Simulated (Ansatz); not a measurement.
AlAs (zinc blende, F-43m) at seven volumes, the program Ansatz at the PBE level (PAW), scaled uniformly. One row is withheld.

```tsv
V (Å³/atom)	P (GPa)
21.378	7.76
22.083	4.75
22.788	?
23.493	0.00
24.198	-1.86
24.902	-3.45
25.607	-4.80
```

### Question
Fit the shown pressures and predict the withheld one.

### Answer
Third-order Birch–Murnaghan: P = (3/2)B₀(x^(7/2) − x^(5/2))[1 + (3/4)(B′ − 4)(x − 1)] with x = (V₀/V)^(2/3). Least squares on the six rows gives V₀ = 23.493 Å³/atom, B₀ = 67.09 GPa, B′ = 4.31. At V = 22.788, x = 1.0205 and P = 2.18 GPa. The run itself gave 2.19 GPa.

Symmetry was held in the PBE relaxation.

Potentials: the earlier of the program's two PAW sets.
